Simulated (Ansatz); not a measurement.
Rb (bcc, W type)

```yaml
crystal:
  lattice:
    - [-2.78754, 2.78754, 2.78754]
    - [2.78754, -2.78754, 2.78754]
    - [2.78754, 2.78754, -2.78754]
  atoms:
    - { symbol: Rb, position: [0.00000, 0.00000, 0.00000] }
```

E(V) scan at fixed shape, V₀ the volume above. Symmetry pins the atoms to their sites.

Level of theory: PBEsol (plane waves to 420 eV, PAW, scalar-relativistic; Ansatz, a quantum-chemistry and plane-wave program). k mesh 12×12×12 (Γ-centred), Fermi-Dirac smearing 0.05 eV. Energies are smeared free energies. Stress and pressure are positive under compression. Rb was relaxed with its symmetry unable to fall. ΔE is measured from the relaxed starting cell. The last digit holds for this mesh only.

| V (Å³/atom) | ΔE (meV/atom) |
|---|---|
| 77.977 | 8.9 |
| 79.710 | 5.4 |
| 81.443 | 2.9 |
| 83.176 | 1.2 |
| 84.908 | 0.2 |
| 86.641 | 0.0 |
| 88.374 | 0.4 |
| 90.107 | 1.3 |
| 91.840 | 2.8 |
| 93.573 | 4.8 |
| 95.305 | withheld |

Q: Fit a third-order Birch-Murnaghan form (E₀, V₀, B₀, B₀′ free) to the given rows and predict ΔE at V = 95.305.

A: Least squares on the 10 given rows: ΔE = E₀ + (9V₀B₀/16)·y²·[2 + (B₀′ − 4)y], y = (V₀/V)^(2/3) − 1, with V₀ = 86.436 Å³/atom, B₀ = 2.951 GPa (160.2 GPa = 1 eV/Å³; the term in eV is multiplied by 1000), B₀′ = 3.57, E₀ = -0.02 meV/atom; root-mean-square residual 0.02 meV/atom. At 95.305 the fit gives 7.2 meV/atom; the calculation gives 7.2 meV/atom, the same to the digits shown. For the pressure the fit gives -0.2 GPa against the computed -0.2 GPa.

(A scan under strain: stresses follow from slopes of the energy per volume, elastic moduli from its curvatures.)
